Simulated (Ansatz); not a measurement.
A geometry of Ag away from equilibrium: step 2 of the relaxation of a relaxed Ag cell, doubled along one cell vector, shaken by Gaussian noise of σ = 0.08 Å a coordinate. These are PBEsol (plane waves to 420 eV, PAW, scalar-relativistic; Ansatz, a quantum-chemistry and plane-wave program) values and carry that method's errors. Γ-centred k-mesh 8×8×6 on the run's cell (coarser than for final values), Fermi–Dirac smearing 0.05 eV.

```xyz
6
Lattice="4.6407 0.0038 0.0035 -2.3170 3.9615 0.0253 0.0042 0.0374 5.5104" Properties=species:S:1:pos:R:3:forces:R:3 pbc="T T T" free_energy=-45133.347 pressure_GPa=1.1
Ag    -0.0008     0.0915     0.0029   -0.0480   -0.1372   -0.2474
Ag    -0.0129     0.0548     2.7264   -0.0114    0.0420    0.1712
Ag    -0.0091     2.6358     1.3848   -0.0810    0.0429   -0.0484
Ag    -0.0078     2.7926     4.1265   -0.0129   -0.1583    0.1027
Ag     2.2969     1.3181     1.3623    0.1194    0.1567   -0.0841
Ag     2.3094     1.4687     4.1015    0.0339    0.0539    0.1060
```

Positions in Å, forces in eV/Å, free energy of the cell in eV (comparable only within this code, potentials and settings). Largest force: 0.29 eV/Å, on Ag1 (atoms numbered as listed); the geometry lies 0.05 eV/atom above the end of its relaxation.

No spin polarisation in the result.

The end of the path is a generated cell of Ag: the first start was made by placing the elements on the sites of a structure type, and the end was not matched to a known phase here, so it may be hypothetical. Known forms of Ag include space group No. 225.
